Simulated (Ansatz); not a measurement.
Energy against total moment in Fe₃Se₄

We look at Fe₃Se₄: a measured crystal structure (space group C2/m), with 7 atoms per cell. Source: COD entry 1527086; the sample's temperature and pressure aren't taken into account, and it need not be the stable phase.

```xyz
7
Lattice="6.3518 -1.7705 0.0000 6.3518 1.7705 0.0000 -2.8599 0.0000 5.5100" Properties=species:S:1:pos:R:3 pbc="T T T"
Se    5.0529    0.0000    5.2219
Se    4.7909    0.0000    0.2882
Fe    7.3295    0.0000    4.4091
Fe    2.5143    0.0000    1.1009
Se    0.3917    0.0000    2.6156
Se    9.4521    0.0000    2.8944
Fe    4.9219    0.0000    2.7550
```

Site labels below count the atoms in this order, from 1.

Computed with DFT, r2SCAN, PAW, plane waves, scalar-relativistic in Ansatz.

| Item | Value |
| --- | --- |
| Plane-wave cutoff | 500 eV |
| k-point mesh | 5×5×3 (Γ-centred) |
| Occupations | Fermi–Dirac smearing, 0.05 eV |
| Valence electrons | 112 |

Site moments are integrals over atomic spheres and don't add up to the total.

r2SCAN tends to overstate moments and magnetic energies in itinerant metals.

For a metal this mesh leaves errors of several meV/atom.

Each run fixes N↑ − N↓ and starts with that moment spread in parallel over the Fe atoms; no search for lower states follows. Energies are free energies per cell above the lowest run, the runs with a free moment included. Each row is one local solution, which need not be the lowest state at that M. The run at M = 0 starts without moments and gives the spin-unpolarised solution; a state with cancelling moments wasn't tried, and may lie lower. The program warns that the SCF threshold is loose for stress, so pressures can be off by 0.1 GPa or more.

The run at M = 6.53 μB took 56 s on 2 threads of Arm Neoverse V2, with other jobs on the host, peak memory 1.2 GiB.

```
fixed M (μB/cell)  F − F(lowest) (meV/cell)  moments of Se1 Se2 Fe3 Fe4 Se5 Se6 Fe7 (μB)  absolute moment (μB)  pressure (GPa)
             0.00                      2367           0.00 0.00 0.00 0.00 0.00 0.00 0.00                  0.00           -12.2
             1.63                         0      -0.08 -0.08 2.73 2.73 -0.12 -0.12 -3.34                  9.89             2.0
             3.27                      1402       -0.10 -0.10 1.29 1.29 -0.12 -0.12 1.32                  4.79            -8.9
             4.90                       945       -0.12 -0.12 1.99 1.99 -0.14 -0.14 1.59                  6.62            -5.9
             6.53                       622       -0.08 -0.08 2.51 2.51 -0.10 -0.10 1.88                  7.78            -3.1
             8.17                       494       -0.03 -0.03 2.82 2.82 -0.04 -0.04 2.49                  8.86             0.6
             9.80                       485           0.06 0.06 3.14 3.14 0.06 0.06 2.91                 10.06             3.7
            11.43                       754           0.17 0.17 3.34 3.34 0.18 0.18 3.37                 11.53             7.6
            13.06                      1193           0.30 0.30 3.58 3.58 0.35 0.35 3.61                 13.12            11.7
```

The lowest fixed-moment run is the one at M = 1.63 μB (0 meV). With the constraint released: “parallel moments, free total moment [Fe3 4.00, Fe4 4.00, Fe7 4.00 μB]” ends at 9.22 μB, 459 meV; “parallel moments scaled by 0.1, free total moment [Fe3 0.40, Fe4 0.40, Fe7 0.40 μB]” ends at 7.68 μB, 490 meV. Even the best free run lies above a fixed-moment row, so it stopped in a local solution. No free run was started from the rows with opposed moments, so the zero need not be the lowest state of the cell. At M = 1.63 μB the absolute moment far exceeds M, as opposite spins partly cancel within or between atoms, so the M = 0 row needn't join the others. The rows don't fall on one smooth curve: runs end on different branches of solutions, so neighbouring rows can't be interpolated.
